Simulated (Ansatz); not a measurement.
Frames from the relaxation of a relaxed Ga2O3 cell shaken by Gaussian noise of σ = 0.08 Å a coordinate, as extended XYZ (Å, eV, eV/Å, GPa with compression positive). All values below come from PBE (plane waves to 420 eV, PAW, scalar-relativistic; Ansatz, an electronic-structure program). Γ-centred k-mesh 8×8×4 on the run's cell (coarser than for final values), Fermi–Dirac smearing 0.05 eV.

```xyz
10
Lattice="6.2280 -1.5416 0.0000 6.2280 1.5416 0.0000 -1.3917 0.0000 5.7101" Properties=species:S:1:pos:R:3:forces:R:3 pbc="T T T" step=1 free_energy=-18539.453 pressure=4.3 accepted=T
Ga     0.0423    -0.0169     4.5357   -0.4705   -0.0667   -1.7555
Ga    11.0854     0.0328     1.1873   -0.4147   -0.9096    1.3555
Ga     7.8723    -0.0954     1.6950   -2.7922    0.5080    0.4760
Ga     3.3108    -0.0223     4.0006   -0.8901   -0.2200   -0.6227
O      1.8255    -0.0392     0.5632    0.2547   -0.4162    0.3689
O      9.1925    -0.0473     5.1845   -0.4134    0.1904   -2.2794
O      1.3557    -0.0362     3.1908    0.3969    0.1378    0.5689
O      9.5335     0.0352     2.3439    3.2553   -0.0687    1.6242
O      5.7794    -0.0112     1.4733    1.1579    0.8027    0.2623
O      5.2252    -0.0225     4.2242   -0.0837    0.0423    0.0018
10
Lattice="6.2298 -1.5669 -0.0508 6.2230 1.5396 -0.0539 -1.4393 -0.0028 5.6811" Properties=species:S:1:pos:R:3:forces:R:3 pbc="T T T" step=2 free_energy=-18539.872 pressure=2.1 accepted=T
Ga    -0.0555    -0.0138     4.4847   -0.4490   -0.0632   -0.7513
Ga    11.1140    -0.0181     1.0646   -0.2292   -0.6104    0.6758
Ga     7.8743    -0.0871     1.6845   -2.0891    0.4371   -0.1870
Ga     3.2385    -0.0461     3.9045   -0.3728   -0.1296   -0.2680
O      1.7783    -0.0245     0.5713    0.3975   -0.3671    0.2692
O      9.1305    -0.0774     5.0034   -0.1748    0.2173   -0.8469
O      1.3056    -0.0160     3.1967    0.8080   -0.0758   -0.0455
O      9.6211    -0.0235     2.2908    1.1655    0.0045    0.9039
O      5.8179    -0.0334     1.4120    0.5391    0.5383    0.0926
O      5.1453    -0.0354     4.1192    0.4048    0.0489    0.1571
```

The path has 6 moves and ends in C2/m (No. 12), 0.07 eV/atom below its start. Free energies are of the whole cell and compare only within this code, potentials and settings.  No spin polarisation in the result.

The first start was generated by placing the elements on the sites of a structure type. A measured structure of Ga2O3 has the same space group, C2/m (No. 12); the sites were not compared with it.
